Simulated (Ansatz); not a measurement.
B₂O₃:
Space group P3₁21 (No. 152); a = b = 4.3489 Å, c = 8.3706 Å, α = β = 90.00°, γ = 120.00°

```
atom  site  symmetry       x       y       z
----  ----  --------  ------  ------  ------
B       6c         1  0.3984  0.1661  0.1081
O       6c         1  0.1470  0.5491  0.4603
O       3a       .2.  0.1592  0.1592  0.0000
```

Relaxed with PBEsol. DFT-PBEsol in the program Ansatz with PAW potentials gives a gap of 6.37 eV.

**Question.** What gap does HSE06 give on the same cell (Ansatz, PAW)?

**Answer.** 8.45 eV, 2.08 eV more. The hybrid was solved on a coarser mesh and at special points; the gap given is the minimum over both.

| k | v1 PBEsol | c1 PBEsol | v1 HSE06 | c1 HSE06 |
|---|---|---|---|---|
| Γ | -0.30 | 6.49 | … | … |
| A | -0.25 | 6.37 | -0.27 | 8.45 |
| K | -0.11 | 7.37 | … | … |
| H | -0.08 | 7.09 | … | … |
| M | -0.05 | 6.80 | … | … |
| L | -0.05 | 6.74 | -0.05 | 8.88 |

**Question.** Top valence (v1) and lowest conduction level (c1) in eV from each method's valence maximum (which need not be a listed point): supply the withheld HSE06 values.

**Answer.** 
- K, v1 HSE06: -0.11
- K, c1 HSE06: 9.53
- M, v1 HSE06: -0.04
- M, c1 HSE06: 8.94
- H, v1 HSE06: -0.09
- H, c1 HSE06: 9.22
- Γ, v1 HSE06: -0.24
- Γ, c1 HSE06: 8.55

Cost on shared cores: the PBEsol run (SCF on a 7×7×4 mesh, then bands and DOS) about 4 core-minutes (a rough figure), the HSE06 run (SCF on 4×4×2, then a few points) very roughly 5 core-minutes; the tasks are unlike.

Space group P3_121. The first step of the workflow began from a Materials Project structure, measured or hypothetical; the Crystallography Open Database files this formula in space group No. 152, but the cells were not matched. Its standing as an ambient phase is unchecked. The PBEsol relaxation kept the symmetry of its start; its stability against distortions is not shown here.

Potentials: the later of the program's two PAW sets.
